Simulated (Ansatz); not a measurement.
Re:
```
CELL_PARAMETERS angstrom
      2.73827     0.00000     0.00000
     -1.36913     2.37141     0.00000
      0.00000     0.00000     4.41497
ATOMIC_POSITIONS crystal
  Re 0.33333 0.66667 0.25000
  Re 0.66667 0.33333 0.75000
```

Relaxed with LDA. Special points in fractions of this cell's reciprocal vectors: Γ (0.000, 0.000, 0.000); M (0.500, 0.000, 0.000); K (0.333, 0.333, 0.000); A (0.000, 0.000, 0.500); L (0.500, 0.000, 0.500); H (0.333, 0.333, 0.500).

Q: List the band energies nearest the Fermi level at these points for plane-wave PAW LDA (Ansatz code).

A: In eV from the Fermi level; about four levels below and three above (degenerate sets whole), none deeper than 8.9 eV; … stands for higher levels left out; points with the same levels are listed once.

```json
[
 {"k": "Γ", "below": "-1.67 -1.67 -1.64 -0.79 -0.79", "above": "0.15 0.15 0.80"},
 {"k": "M", "below": "-2.05 -1.67 -1.38 -0.60", "above": "4.12 4.57 4.68"},
 {"k": "K", "below": "-3.42 -2.18 -2.18 -0.02", "above": "3.14 3.14 3.66"},
 {"k": "A", "below": "-1.80 -1.80 -1.80 -1.80", "above": "…"},
 {"k": "L", "below": "-6.46 -6.46 -4.24 -4.24", "above": "0.38 0.38 1.04 1.04"},
 {"k": "H", "below": "-3.82 -3.82 -2.16 -2.16", "above": "0.04 0.04 3.46 3.46"}
]
```

Space group P6_3/mmc (hcp (Mg type)). Symmetry was held in the LDA relaxation; of distortions, only those at the zone centre were tested. The run is not spin-polarised. Spin–orbit coupling is left out wherever it is not named.

Potentials: the earlier of the program's two PAW sets.
